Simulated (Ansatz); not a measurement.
Nb₂P₅ (Pnma): electronic heat capacity and spin susceptibility from the density of states

These are results of Ansatz, DFT r2SCAN, scalar-relativistic, plane waves, PAW, not measurements.

Plane waves to 500 eV, a k mesh through Γ of 2×10×6 on the computed 28-atom cell and Gaussian smearing (0.10 eV); no spin polarisation.

Relaxed cell: Pnma, a = 16.735 Å, b = 3.385 Å, c = 7.917 Å, α = 90.00°, β = 90.00°, γ = 90.00°, 28 atoms in the primitive cell. Whether it is the stable form of this composition wasn't checked.

The density of states at the Fermi level is 15.071 states/eV in the cell of 28 atoms (4 formula units; both spins, tetrahedra on a 3×15×9 mesh). Averaged over bins of 0.1 eV the density runs from 6.4 to 14.4 states/eV within 0.2 eV of the Fermi level, so the figure hangs on the exact place of that level.

**Question.** What Sommerfeld coefficient and Pauli susceptibility does this give?

**Answer.** Per formula unit N(E_F) = 3.768 states/eV. γ = (π²/3) k_B² N(E_F) N_A = 2.357 mJ/(mol K²) per state/eV, so γ = 8.9 mJ/(mol K²), a mole of formula units. χ_P = μ_B² N(E_F) N_A = 3.23×10⁻⁵ emu/mol per state/eV gives 12.2×10⁻⁵ emu/mol. This is the bare band result: a measured γ of the same phase is as a rule larger by a factor 1 + λ from phonons and spin fluctuations, the spin part of χ is larger by the Stoner factor, and a measured χ also holds orbital and core terms. N(E_F) at one energy is sensitive to the mesh where the density of states has sharp peaks.

Cost: 1 run of about 19 core-minutes, on Oxide Virtual Turin-like Processor (Zen 5) (shared hosts).